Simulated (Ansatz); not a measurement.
Given:

MgO:
```cif
data_Mg6O6
_chemical_formula_sum 'Mg6 O6'
_space_group_name_H-M_alt 'P 1'
_space_group_IT_number 1
_cell_length_a 3.25626
_cell_length_b 3.25626
_cell_length_c 15.48643
_cell_angle_alpha 90.000
_cell_angle_beta 90.000
_cell_angle_gamma 120.000
loop_
_space_group_symop_operation_xyz
  'x, y, z'
loop_
_atom_site_label
_atom_site_type_symbol
_atom_site_fract_x
_atom_site_fract_y
_atom_site_fract_z
_atom_site_occupancy
Mg1 Mg 0.66667 0.33333 0.64803 1
Mg2 Mg 0.66667 0.33333 0.97924 1
Mg3 Mg 0.33333 0.66667 0.81363 1
Mg4 Mg 0.33333 0.66667 0.48184 1
Mg5 Mg 0.33333 0.66667 0.14744 1
Mg6 Mg 0.00000 0.00000 0.31364 1
O1 O 0.66667 0.33333 0.85175 1
O2 O 0.66667 0.33333 0.52051 1
O3 O 0.33333 0.66667 0.01862 1
O4 O 0.33333 0.66667 0.68615 1
O5 O 0.33333 0.66667 0.35303 1
O6 O 0.00000 0.00000 0.18611 1
```

This is the r²SCAN-relaxed structure.

Question: All from r²SCAN in the plane-wave PAW code Ansatz, unless another level is named. Give the electron effective mass.

Answer: 0.36 mₑ (isotropic).

Question: And the band gap?

Answer: 4.28 eV (direct).

Question: Give the formation energy from the elements (no fitted shifts).

Answer: -2.82 eV/atom.

Question: Give the hole effective mass.

Answer: 0.42, 10, 10 mₑ (principal values).

Question: Predict the valence-band maximum.

Answer: at Γ.

Space group P3m1. The workflow started from a Materials Project entry (that database holds measured and hypothetical structures alike); the Crystallography Open Database copy checked does not list it. It is not the phase usual at ambient conditions (space group No. 225). Symmetry was held in the r²SCAN relaxation; its stability against distortions is not shown here. The references are the lowest solids computed at this level, not always the standard phases (solids in place of the gases).

Potentials: the later of the program's two PAW sets.
